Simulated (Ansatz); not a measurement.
**Question.** Name crystals whose computed values (PBEsol in the plane-wave PAW code Ansatz) fall in these windows: Θ_D (K) 240 to 320; B₀ by P(V) fit (GPa) 260 to 320.

**Answer.** 

```json
[
 {"crystal": "BPt, NiAs type", "Θ_D (K)": "283", "B₀ by P(V) fit (GPa)": "282"},
 {"crystal": "TaRu, L1₀ or tetragonal B2", "Θ_D (K)": "305", "B₀ by P(V) fit (GPa)": "272"}
]
```
Others may fit too.

Standing as an ambient phase not checked: BPt, NiAs type; TaRu, L1₀ or tetragonal B2. All cells were relaxed under the symmetry of their starts (and spin orders); stability against distortions was not tested throughout. Rows with no word on spin ran without spin polarisation. Scalar-relativistic: spin–orbit coupling is off unless named, which matters more the heavier the elements.

Potentials: the later of the program's two PAW sets.
